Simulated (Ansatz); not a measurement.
Input file of a DFT run on Ge with Ansatz:

```yaml
crystal:
  lattice:
    - [0.0, 2.83, 2.83]
    - [2.83, 0.0, 2.83]
    - [2.83, 2.83, 0.0]
  atoms:
    - { symbol: Ge, position: [0.5, 0.5, 0.5] }
    - { symbol: Ge, position: [0.75, 0.75, 0.75] }
basis:
  ecutwfc: 420
  ecutrho_ratio: 4
kpoints:
  mp_grid: { grid: [6, 6, 6] }
hamiltonian:
  xc: pbe
scf:
  occupations: { method: gaussian, width: 0.05 }
output:
  forces: true
  stress: true
  eigenvalues: true
```

**Question.** Before reading the output: what should come out?

**Answer.** Pressure 3.6 GPa, gap on the mesh 0.02 eV (close to the smearing width) (PBE, scalar-relativistic).

What the program printed, in part:

```
Pseudopotentials: kind: paw
Pseudopotential: Ge, paw, valence charge 14, recommended cutoff 420 eV (normal), Ge.paw.azcp
Crystal: 2 atoms, lattice volume = 45.330 Å³
Basis set: ecut = 420 eV, 893 PW (Γ), exchange–correlation on 54×54×54 points (8 copies of the dense FFT grid, shifted against one another)
Bands: 18, of which v1, the nominal top of the filled ones, is band 14 counted from 1 (13 counted from 0)
Symmetry: 48 space group operations
Space group: Fd-3m (ITA 227), of the structure as read, at distance tolerance 3.6e-5 Å
k-points: 16 of 216
Initial density: superposition of atomic densities (neutral atoms: chi_scale 0, normalization atom), corrected by the library's trained network
Initial wavefunctions: pseudopotential atomic-orbital guess
Functional: x = pbe(κ = 0.804, μ = 0.21951), c = pbe(β = 0.06672)
```

SCF trace (energy estimate counted from the last row):
```tsv
iteration	ΔE (eV)	density residual (eV)
1	-4.5e-04	3.11e-4
2	-7.0e-06	1.03e-4
3	4.6e-05	2.49e-5
4	-3.0e-06	2.97e-6
5	-1.0e-06	4.05e-7
6	0.000	3.31e-8
```

```
SCF 1 converged in 6 iterations: F = -8589.896977 eV  dr2 = 3.31e-8
SCF converged after 6 iterations
Free energy (F): -8589.896977 eV
E sigma→0 (E₀):  -8589.896776 eV
Entropy (-TS):   -0.000403 eV (-0.201 meV/atom)
Fermi energy:    8.600086 eV
--- Per-component energies (eV) ---
  E_band       = -298.373360
  E_kinetic    = 223.300546
  E_local      = -4943.130324  (includes V_loc(G=0)·N_el)
  E_nonlocal   = 837.382515
  E_hartree    = 2169.956963
  E_xc         = -151.271886
  E_vxc        = -129.407877  (∫ρ·V_xc dr)
  E_paw        = -4040.035384  (= ΣΔE_a)
  E_vpaw       = -626.418952  (= ΣTr[D̂ρ^β])
  E_aug_tail   = 0.000730  (compensation charges beyond the density's cutoff)
  E_ewald      = -2686.099733
  E_smearing   = -0.000403  (= −TS)
--- Forces (eV/Å), atoms counted from 1 ---
  atom   1  Ge     0.00000000     0.00000000     0.00000000
  atom   2  Ge     0.00000000     0.00000000     0.00000000
--- Stress (GPa, compression-positive) ---
        3.571244       0.000000       0.000000
        0.000000       3.571244       0.000000
        0.000000       0.000000       3.571244
  P = ⅓ Tr σ = 3.5712 GPa (35.712 kbar)
```

A gap on the mesh alone may be smaller, or close, between its points.
